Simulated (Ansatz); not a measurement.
## Rh: energy along a strain

Rh, Fm-3m, a = 3.803 Å (as given, not relaxed at this level: -0.6 GPa). Ansatz: r2SCAN, PAW, 500 eV, Γ-centred 22×22×22 mesh on 1 atom, Gaussian smearing 0.15 eV; no spin polarisation. Cell vectors (Å): 0.000 1.902 1.902; 1.902 0.000 1.902; 1.902 1.902 0.000. The cell is strained by x per cent times the pattern (0 1 0 0 0 0) in the order xx yy zz yz xz xy (engineering shears), with fractional coordinates held. y is the free energy over the start, V0 = 13.752 Å³/atom.

```tsv
x (%)	y (meV/atom)
-2.00	?
-1.50	3.59
-1.00	1.39
-0.50	0.21
0.00	0.00
0.50	0.74
1.00	2.39
1.50	4.93
1.75	6.53
2.00	8.33
```

Task: Fit y = c1 x + c2 x² + c3 x³ to the other rows, get the stiffness along the pattern, and predict the missing energy.

Result: Least squares on the rows shown. y = 0.5392 x + 1.894 x² − 0.04031 x³. The clamped-ion stiffness p·C·p = 2 × 18.94 eV × 160.2 / 13.752 Å³ = 441 GPa, which is C22 in these axes (C11 of the cubic crystal) (second derivative at the start, which stands under stress). At x = -2.00 the fit asked for gives 6.82 meV/atom. The run gave 6.82 meV/atom, the same to the digits shown.